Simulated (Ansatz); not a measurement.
**MoS$_{2}$ (P6_3/mmc): from strained cells to moduli**

```
Mo S
1.0
     3.14146    0.00000    0.00000
    -1.57073    2.72058    0.00000
     0.00000    0.00000   12.57149
Mo S
2 4
Direct
  0.33333 0.66667 0.25000
  0.66667 0.33333 0.75000
  0.33333 0.66667 0.62599
  0.66667 0.33333 0.12599
  0.33333 0.66667 0.87401
  0.66667 0.33333 0.37401
```

Conventional cell: a = 3.141 Å, b = 3.141 Å, c = 12.571 Å, α = 90.00°, β = 90.00°, γ = 120.00°. Mo (atom 1) has 6 S at 2.39 Å as nearest neighbours. S (atom 3) has 3 Mo at 2.39 Å as nearest neighbours.

Level of theory, where no other is named: PBEsol, all-electron LAPW in Ansatz 0.2.0, scalar-relativistic. k mesh 8×8×2, fixed occupations, basis error target 1 meV/atom. The cell was relaxed by PAW under this functional.

The cell is hexagonal and carries a residual pressure of 0.03 GPa at this level. Each strain component that symmetry leaves independent is applied at ±0.003, the ions relax wherever a strain frees them, and the stress (tension positive, GPa) is read. Shears are engineering strains, γ = 2ε.

| strain | size | σxx | σyy | σzz | σyz | σxz | σxy |
| --- | --- | --- | --- | --- | --- | --- | --- |
| xx | -0.003 | -0.7061 | -0.1839 | -0.0440 | 0.0000 | 0.0000 | 0.0000 |
| xx | +0.003 | 0.6437 | 0.1381 | -0.0164 | 0.0000 | 0.0000 | 0.0000 |
| zz | -0.003 | -0.0375 | -0.0375 | -0.0980 | 0.0000 | 0.0000 | 0.0000 |
| zz | +0.003 | -0.0099 | -0.0099 | 0.0323 | 0.0000 | 0.0000 | 0.0000 |
| yz | -0.003 | -0.0234 | -0.0231 | -0.0309 | -0.0332 | 0.0000 | 0.0000 |
| yz | +0.003 | -0.0234 | -0.0231 | -0.0309 | 0.0332 | 0.0000 | 0.0000 |

A central difference gives one constant, for example C11 ≈ (0.6437 − (-0.7061))/(0.006) = 225.0 GPa; the program then imposes the crystal's symmetry on the whole matrix.

Task: What are the independent elastic constants?

Result: C11 = 225.0, C12 = 53.7, C13 = 4.6, C33 = 21.7, C44 = 11.1 GPa.

Task: Is the crystal stable against homogeneous strain?

Result: The least eigenvalue of the 6×6 matrix is 11.1 GPa, so yes.

Task: What moduli does a random aggregate of grains have?

Result: Voigt and Reuss bounds: B from 19.8 to 66.4 and G from 18.5 to 48.8 GPa; their means are B = 43.1 and G = 33.6 GPa. Then E = 9BG/(3B + G) = 80.1 GPa, ν = (3B − 2G)/(6B + 2G) = 0.190 and B/G = 1.28, on the brittle side of Pugh's 1.75 (a rule of thumb, made for metals; it doesn't predict ductility here).

Task: With the density of 4.948 g/cm³, how fast does sound travel, and what Debye temperature follows?

Result: 

```
direction  slow (m/s)  middle (m/s)  fast (m/s)
        x        1495          4161        6743
        y        1495          4161        6743
        z        1495          1495        2095
```

The mean of v⁻³ over directions and branches gives v_m = 2223 m/s and θ_D = (ħ/k_B) v_m (6π²n)^(1/3) = 253 K, n being atoms per volume. Young's modulus spans 22 to 212 GPa over directions, and the universal anisotropy index is 10.55.

Task: How far do the constants move if PAW replaces LAPW in the same cell?

Result: 

| constant | LAPW (GPa) | PAW (GPa) | difference |
| --- | --- | --- | --- |
| C11 | 225.0 | 224.7 | -0.3 |
| C12 | 53.7 | 53.7 | 0.0 |
| C13 | 4.6 | 4.7 | 0.1 |
| C33 | 21.7 | 21.6 | -0.1 |
| C44 | 11.1 | 11.0 | -0.1 |

Keep in mind: no dispersion correction, so the spacing and stiffness between layers or molecules are poor; the frozen-core PAW files of the compared runs were fitted under PBE, their cores solved anew for this functional.
